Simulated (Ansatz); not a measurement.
Given:

ZnSnO3:
```
CELL_PARAMETERS angstrom
      2.63911     1.52369     4.67026
     -2.63911     1.52369     4.67026
      0.00000    -3.04738     4.67026
ATOMIC_POSITIONS crystal
  Zn 0.71546 0.71546 0.71546
  Zn 0.21546 0.21546 0.21546
  Sn 0.99778 0.99778 0.99778
  Sn 0.49778 0.49778 0.49778
  O  0.39425 0.78879 0.10512
  O  0.78879 0.10512 0.39425
  O  0.10512 0.39425 0.78879
  O  0.60512 0.28879 0.89425
  O  0.89425 0.60512 0.28879
  O  0.28879 0.89425 0.60512
```

This is the PBEsol-relaxed structure.

Q: All from the program Ansatz at the PBEsol level (PAW), unless another level is named. Give the Born charges (a third of the trace).

A: Zn +2.33, Sn +4.23, O -2.19 e.

Q: Give the largest static χ(2) component.

A: 6.2 pm/V.

Q: What about the electronic dielectric constant ε∞ (DFPT)?

A: 5.01 (xx = yy), 4.85 (zz).

Q: Give the static dielectric constant ε0 (ions relaxed, cell fixed).

A: 13.7 (xx = yy), 22.6 (zz).

Space group R3c. The PBEsol relaxation kept the symmetry of its start. Scalar-relativistic: spin–orbit coupling is off unless named, which matters more the heavier the elements.

Potentials: the later of the program's two PAW sets.
